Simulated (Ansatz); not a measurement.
The start is a generated trial cell of Pb in the AFLOW prototype A_hP1_191_a (A_f, as in Sn). Cell shape, volume and atoms are optimised at zero target pressure with PBEsol (plane waves to 420 eV, PAW, scalar-relativistic; Ansatz, an electronic-structure program). The first steps use a coarse 11×11×10 k-mesh.

Input geometry:
```yaml
crystal:
  lattice:
    - [3.47910, 0.00000, 0.00000]
    - [-1.73955, 3.01299, 0.00000]
    - [0.00000, 0.00000, 3.23973]
  atoms:
    - { symbol: Pb, position: [0.00000, 0.00000, 0.00000] }
```

What pressure does the first self-consistent step give?

-3.2 GPa (negative: the cell is under tension).

Is the relaxed structure metallic? Give its gap.

No gap (metallic).

Give the final cell and atomic positions.


Space group P6/mmm (No. 191); a = b = 3.347 Å, c = 3.205 Å, α = β = 90.00°, γ = 120.00°

```
atom  site  symmetry       x       y       z
----  ----  --------  ------  ------  ------
Pb      1a     6/mmm  0.0000  0.0000  0.0000
```

The space group stays P6/mmm (No. 191) (the run could not lower it); the end is AFLOW prototype A_hP1_191_a (A_f, as in Sn), with 1 atom in the primitive cell. Final values are on a 16×16×15 k-mesh of the relaxed cell. No spin polarisation in the result.

The run could not lose the symmetry of its start, so the end can be a saddle point.

The relaxed structure here is a generated cell of Pb: the first start was made by placing the elements on the sites of a structure type, and the end was not matched to a known phase here, so it may be hypothetical. Known forms of Pb include space group No. 225.
